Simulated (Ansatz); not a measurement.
**Question.** Each is relaxed and computed with plane-wave PAW r²SCAN (Ansatz code). Which is the only metal?
A) AlCuGeSe4, I-4 (Al on 2c, Cu on 2a, Ge on 2b, Se on 8g)
B) MgAlF5, Immm (Pearson symbol oI14)
C) Ti2AlGe3, Amm2 (Pearson symbol oS12)
D) BaAlGeH, P3m1 (Ba on 1b, Al on 1a, Ge on 1c, H on 1a)

**Answer.** C, Ti2AlGe3, Amm2 (Pearson symbol oS12). Ti2AlGe3: metal; AlCuGeSe4: gap 1.34 eV (indirect); BaAlGeH: gap 1.02 eV (indirect); MgAlF5: gap 7.92 eV (direct). Standing as an ambient phase not checked: Ti2AlGe3, Amm2 (Pearson symbol oS12); AlCuGeSe4, I-4 (Al on 2c, Cu on 2a, Ge on 2b, Se on 8g); BaAlGeH, P3m1 (Ba on 1b, Al on 1a, Ge on 1c, H on 1a); MgAlF5, Immm (Pearson symbol oI14). Perhaps ordered models of mixed-site phases: Ti2AlGe3, Amm2 (Pearson symbol oS12). All cells were relaxed under the symmetry of their starts (and spin orders); stability against distortions was not tested throughout. Rows with no word on spin ran without spin polarisation. Spin–orbit coupling is left out wherever it is not named.

Potentials: the later of the program's two PAW sets.
